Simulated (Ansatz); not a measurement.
YSi:
```cif
data_Si2Y2
_chemical_formula_sum 'Y2 Si2'
_space_group_name_H-M_alt 'P 1'
_space_group_IT_number 1
_cell_length_a 5.63969
_cell_length_b 5.63969
_cell_length_c 3.80794
_cell_angle_alpha 90.000
_cell_angle_beta 90.000
_cell_angle_gamma 135.908
loop_
_space_group_symop_operation_xyz
  'x, y, z'
loop_
_atom_site_label
_atom_site_type_symbol
_atom_site_fract_x
_atom_site_fract_y
_atom_site_fract_z
_atom_site_occupancy
Y1 Y 0.14038 0.85962 0.75000 1
Y2 Y 0.85962 0.14038 0.25000 1
Si1 Si 0.42368 0.57632 0.75000 1
Si2 Si 0.57632 0.42368 0.25000 1
```

This is the PBEsol-relaxed structure.

Task: All from the program Ansatz at the PBEsol level (PAW), unless another level is named. Predict the electronic character.

Result: metallic (no gap).

Task: Next, the formation energy from the elements (no fitted shifts)?

Result: -0.93 eV/atom.

Task: Give the density of states at the Fermi level.

Result: 0.53 states/eV per atom (mean over ±0.08 eV).

Task: Give the gap with spin–orbit coupling.

Result: none (metallic).

Space group Cmcm. The first step of the workflow began from a Materials Project structure, measured or hypothetical; the Crystallography Open Database copy checked does not list it. Whether it is the stable phase at ambient conditions was not checked. The cell was relaxed with PBEsol under the symmetry of its start; its stability against distortions is not shown here. The run is not spin-polarised. The references are the lowest solids computed at this level, not always the standard phases. Scalar-relativistic: spin–orbit coupling is off unless named, which matters more the heavier the elements.

Potentials: the later of the program's two PAW sets.
